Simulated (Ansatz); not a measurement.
(100) slab cut from the bulk of W, 15 Å of vacuum:

```xyz
7
Lattice="3.1544 0.0000 0.0000 0.0000 3.1544 0.0000 0.0000 0.0000 24.4631" Properties=species:S:1:pos:R:3 pbc="T T T"
W     1.5772    1.5772    7.5000
W     0.0000    0.0000    9.0772
W     1.5772    1.5772   10.6544
W     0.0000    0.0000   12.2315
W     1.5772    1.5772   13.8087
W     0.0000    0.0000   15.3859
W     1.5772    1.5772   16.9631
```

These are results of DFT PBEsol, scalar-relativistic, plane waves, PAW in Ansatz, not measurements. Settings: cutoff 420 eV, Γ-centred mesh 11×11×1 on the computed 7-atom cell, Gaussian smearing of 0.10 eV; no spin polarisation. The cell repeats along c with a dipole correction in the vacuum.

This base run converges in 9 iterations with a largest force of 1.866 eV/Å and a work function of 4.29 eV on the top face.

One setting at a time is then changed, some of them on purpose to poor values; changes count from the base run, energies are extrapolated to zero smearing, γ keeps the base's bulk energy, atoms stay where they are, and risky runs are capped at 50 to 100 iterations.

**Question.** What happens with mixing β = 0.02?

**Answer.** It converges in 9 iterations; ΔE (meV/atom) 0.0, Δγ (J/m²) 0.000, Δφ top (eV) 0.00, largest force (eV/Å) 1.865, largest change of a force (eV/Å) 0.000.

**Question.** What happens with occupations methfessel-paxton 0.2 eV?

**Answer.** It converges in 8 iterations; ΔE (meV/atom) -0.3, Δγ (J/m²) -0.002, Δφ top (eV) 0.00, largest force (eV/Å) 1.882, largest change of a force (eV/Å) 0.017.

**Question.** What happens with the slab thickened to 8 atoms (same faces, atoms at the bulk's places)?

**Answer.** It converges in 8 iterations; ΔE (meV/atom) -99.0, Δγ (J/m²) +0.023, Δφ top (eV) +0.02, largest force (eV/Å) 1.871.

**Question.** What happens with vacuum of 10 Å?

**Answer.** It converges in 8 iterations; ΔE (meV/atom) 0.0, Δγ (J/m²) 0.000, Δφ top (eV) 0.00, largest force (eV/Å) 1.866, largest change of a force (eV/Å) 0.000.

**Question.** What happens with vacuum of 5 Å?

**Answer.** It converges in 9 iterations; ΔE (meV/atom) -28.1, Δγ (J/m²) -0.158, Δφ top (eV) -1.11, largest force (eV/Å) 1.655, largest change of a force (eV/Å) 0.307.

Spin-orbit coupling is left out, which matters for the bands of heavy elements. In some of the runs (vacuum 10, vacuum 5) charge leaks into the vacuum, so their work functions can be off.

Cost: 10 runs of about 5.2 core-minutes in all, on Arm Neoverse V1 (shared hosts).